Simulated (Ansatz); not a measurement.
LiNbO3 in space group R3c (No. 161; Li on 6a, Nb on 6a, O on 18b), PBE (plane waves, PAW; program Ansatz), all energies at zero smearing, with the estimated change up to a 700 eV cutoff added, with one set of potentials and settings (totals compare only within such a set). Cell of 10 atoms (2 Li, 2 Nb, 6 O): -12929.517 eV.

```
element                            reference phase  E (eV/atom)
-------  -----------------------------------------  -----------
Li                      Fm-3m, 1 atoms in the cell    -204.6902
Nb                      Im-3m, 1 atoms in the cell   -4552.2836
O        C2/m, 4 atoms in the cell, spin-polarised    -565.0000
```

Formation energy per atom, worked out: (-12929.517 − 2×(-204.6902) − 2×(-4552.2836) − 6×(-565.0000))/10 = -2.557 eV/atom (-247 kJ per mol of atoms), at 0 K, without zero-point energy or fitted corrections.

The cell was relaxed with PBE under the symmetry of its start. The run is not spin-polarised. The references are the lowest solids computed at this level, not always the standard phases (solids in place of the gases).

Potentials: the later of the program's two PAW sets.
